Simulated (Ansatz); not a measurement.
CuCl:
```yaml
crystal:
  lattice:
    - [0.00000, 2.71203, 2.71203]
    - [2.71203, 0.00000, 2.71203]
    - [2.71203, 2.71203, 0.00000]
  atoms:
    - { symbol: Cu, position: [0.00000, 0.00000, 0.00000] }
    - { symbol: Cl, position: [0.75000, 0.75000, 0.75000] }
```

Relaxed with PBE.

**Question.** Give the Bader charges and basin volumes of the independent atoms, plane-wave PAW PBE (Ansatz code).

**Answer.** 

```json
[
 {"atom": "Cu1", "Bader charge (e)": "+0.60", "Bader volume (Å³)": "15.3"},
 {"atom": "Cl2", "Bader charge (e)": "-0.60", "Bader volume (Å³)": "24.6"}
]
```

Space group F-43m (zinc blende). Symmetry was held in the PBE relaxation. The run is not spin-polarised.

Potentials: the later of the program's two PAW sets.
